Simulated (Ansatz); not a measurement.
An Ansatz (an electronic-structure program) relaxation of a randomly generated symmetric cell of CuO (space group No. 6) at the level r2SCAN (plane waves to 500 eV, PAW, scalar-relativistic; Ansatz).

Input of the first round:
Ansatz 0.2 input:
```yaml
crystal:
  lattice:
    - [3.6358055, 0, 0]
    - [0, 3.0181516, 0]
    - [-1.1428782, 0, 4.9197901]
  atoms:
    - { symbol: Cu, position: [0.36135303, 0, 0.01165139] }
    - { symbol: Cu, position: [0.47064356, 0.5, 0.48797694] }
    - { symbol: Cu, position: [0.8449716, 0.5, 0.99831219] }
    - { symbol: O, position: [0.03100012, 0.64026201, 0.1421201] }
    - { symbol: O, position: [0.03100012, 0.35973799, 0.1421201] }
    - { symbol: O, position: [0.60428441, 0, 0.30272234] }
basis: { ecutwfc: 500, ecutrho_ratio: 4, xc_grid: 4, fft_grid_basis: typed }
kpoints: { mp_grid: { grid: [7, 8, 5] } }
hamiltonian:
  xc: r2scan
  dispersion: none
  pseudopotentials: { kind: paw }
scf: { occupations: { method: fermi_dirac, width: 0.05 } }
relax: { f_tol: 0.01, max_steps: 100, cell: { stress_tol: 0.02 } }
output: { forces: true, stress: true }
```

The end of the output (long lines and the closing message left out):

```
SCF iter   4: F=—  HF=-21488.818582 eV  |F-HF|=—  |Δ(HF+E_count)|=   4.50e-1  Δρ=5.29e-2  dr2=1.15e0  dr2_τ=1.16e-2  ethr=1.77e-3  ⟨swp⟩=3.0  Hψ=7276  notcnv=0  defer=181
SCF iter   5: F=—  HF=-21488.594433 eV  |F-HF|=—  |Δ(HF+E_count)|=   2.24e-1  Δρ=2.47e-2  dr2=2.51e-1  dr2_τ=5.44e-3  ethr=1.54e-3  ⟨swp⟩=2.6  Hψ=6122  notcnv=0  defer=181
SCF iter   6: F=—  HF=-21488.545661 eV  |F-HF|=—  |Δ(HF+E_count)|=   4.88e-2  Δρ=1.11e-2  dr2=4.77e-2  dr2_τ=1.69e-3  ethr=3.34e-4  ⟨swp⟩=3.0  Hψ=7228  notcnv=0  defer=179
SCF iter   7: F=—  HF=-21488.539468 eV  |F-HF|=—  |Δ(HF+E_count)|=   6.19e-3  Δρ=4.39e-3  dr2=8.05e-3  dr2_τ=2.05e-4  ethr=6.36e-5  ⟨swp⟩=2.5  Hψ=6644  notcnv=0  defer=179
SCF iter   8: F=—  HF=-21488.539400 eV  |F-HF|=—  |Δ(HF+E_count)|=   6.84e-5  Δρ=2.81e-3  dr2=3.46e-3  dr2_τ=7.40e-5  ethr=1.07e-5  ⟨swp⟩=1.0  Hψ=4221  notcnv=0  defer=179
SCF iter   9: F=—  HF=-21488.539153 eV  |F-HF|=—  |Δ(HF+E_count)|=   2.47e-4  Δρ=1.62e-3  dr2=1.09e-3  dr2_τ=3.06e-5  ethr=4.61e-6  ⟨swp⟩=1.4  Hψ=4268  notcnv=0  defer=179
SCF iter  10: F=—  HF=-21488.539048 eV  |F-HF|=—  |Δ(HF+E_count)|=   1.05e-4  Δρ=5.75e-4  dr2=1.35e-4  dr2_τ=4.92e-6  ethr=1.45e-6  ⟨swp⟩=2.0  Hψ=4865  notcnv=0  defer=179
SCF iter  11: F=—  HF=-21488.539045 eV  |F-HF|=—  |Δ(HF+E_count)|=   2.99e-6  Δρ=2.20e-4  dr2=2.36e-5  dr2_τ=3.63e-7  ethr=1.81e-7  ⟨swp⟩=2.0  Hψ=5130  notcnv=0  defer=179
SCF iter  12: F=—  HF=-21488.539033 eV  |F-HF|=—  |Δ(HF+E_count)|=   1.15e-5  Δρ=9.01e-5  dr2=4.22e-6  dr2_τ=4.29e-8  ethr=3.15e-8  ⟨swp⟩=1.8  Hψ=4914  notcnv=0  defer=179
SCF iter  13: F=—  HF=-21488.539033 eV  |F-HF|=—  |Δ(HF+E_count)|=   1.69e-7  Δρ=3.09e-5  dr2=3.99e-7  dr2_τ=6.55e-9  ethr=5.63e-9  ⟨swp⟩=2.2  Hψ=5549  notcnv=0  defer=179
SCF iter  14: F=—  HF=-21488.539033 eV  |F-HF|=—  |Δ(HF+E_count)|=   6.45e-9  Δρ=1.91e-5  dr2=1.36e-7  dr2_τ=2.01e-9  ethr=1.33e-10  ⟨swp⟩=5.9  Hψ=18070  notcnv=0
SCF iter  15: F=-21488.539033 eV  HF=-21488.539033 eV  |F-HF|=3.83e-8  |Δ(HF+E_count)|=   1.39e-8  Δρ=1.11e-5  dr2=3.84e-8  dr2_τ=8.12e-10  ethr=1.33e-10  ⟨swp⟩=5.0  Hψ=16232  notcnv=0
```

**Question.** How did the run end, and can its numbers be used?

**Answer.** The SCF loop settled, but the program refused the state: its check on the PAW one-centre occupations went over the threshold; here atoms lie far too close. The program's message (shortened): “refused after 15 iterations: one_centre_occupation = 2.18e0 (threshold 2.00e0); read on the Cu atom at site 2 (counted from 0). The loop had accepted its state.” The shortest distance in this cell is O–O 0.85 Å. No relaxed structure or energy should be taken from it.
